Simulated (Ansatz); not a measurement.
AsPdSe:
```xyz
12
Lattice="6.0779 0.0000 0.0000 0.0000 6.0779 0.0000 0.0000 0.0000 6.0779" Properties=species:S:1:pos:R:3 pbc="T T T"
Pd     0.0345     0.0345     0.0345
Pd     3.0045     6.0435     3.0734
Pd     3.0734     3.0045     6.0435
Pd     6.0435     3.0734     3.0045
As     3.7563     3.7563     3.7563
As     5.3606     2.3216     0.7173
As     0.7173     5.3606     2.3216
As     2.3216     0.7173     5.3606
Se     2.3399     2.3399     2.3399
Se     0.6991     3.7380     5.3789
Se     5.3789     0.6991     3.7380
Se     3.7380     5.3789     0.6991
```

Relaxed with PBEsol.

Q: Map the electron localisation function on the plane through (0.006, 0.006, 0.006) spanned by u = [1, 0, 0] and v = [0, 1, 1] in lattice vectors, from DFT-PBEsol in the program Ansatz with PAW potentials.

A: x is the fraction of u, y of v (the angle between them is 90°; rows are the nearest grid lines); atoms in the plane: Pd at (0.00, 0.00), Pd at (0.99, 0.49), As at (0.61, 0.61), Se at (0.38, 0.38).
```
y \ x   0.000  0.100  0.167  0.267  0.367  0.467  0.533  0.633  0.733  0.833  0.900   1.00
------  -----  -----  -----  -----  -----  -----  -----  -----  -----  -----  -----  -----
1.00    0.221  0.510  0.273  0.541  0.513  0.683  0.745  0.690  0.547  0.233  0.520  0.221
0.925   0.534  0.381  0.217  0.374  0.405  0.516  0.582  0.572  0.410  0.199  0.427  0.534
0.850   0.197  0.265  0.248  0.096  0.091  0.112  0.121  0.118  0.085  0.119  0.172  0.197
0.775   0.422  0.610  0.546  0.161  0.047  0.125  0.221  0.253  0.097  0.041  0.099  0.422
0.700   0.379  0.570  0.508  0.143  0.091  0.535  0.649  0.633  0.553  0.172  0.127  0.379
0.625   0.193  0.212  0.210  0.062  0.143  0.568  0.377  0.277  0.651  0.408  0.212  0.193
0.550   0.522  0.461  0.204  0.179  0.337  0.551  0.530  0.414  0.688  0.268  0.465  0.522
0.450   0.483  0.395  0.208  0.789  0.670  0.775  0.697  0.321  0.253  0.299  0.561  0.483
0.375   0.284  0.190  0.449  0.784  0.124  0.597  0.699  0.156  0.101  0.244  0.234  0.284
0.300   0.309  0.121  0.268  0.735  0.756  0.777  0.624  0.090  0.158  0.452  0.484  0.309
0.225   0.389  0.096  0.048  0.194  0.422  0.308  0.139  0.049  0.204  0.497  0.543  0.389
0.150   0.261  0.217  0.159  0.074  0.066  0.078  0.089  0.086  0.111  0.341  0.367  0.261
0.0750  0.525  0.415  0.234  0.389  0.375  0.453  0.521  0.510  0.322  0.198  0.383  0.525
0.000   0.221  0.510  0.273  0.541  0.513  0.683  0.745  0.690  0.547  0.233  0.520  0.221
```

The density is the valence pseudo-density with augmentation charge, so density and ELF within about 1 Å of a nucleus are not all-electron values.

Space group P2_13. The workflow started from an entry of the Crystallography Open Database (COD). Its standing as an ambient phase is unchecked. The PBEsol relaxation kept the symmetry of its start; its stability against distortions is not shown here. No spin polarisation was allowed.

Potentials: the later of the program's two PAW sets.
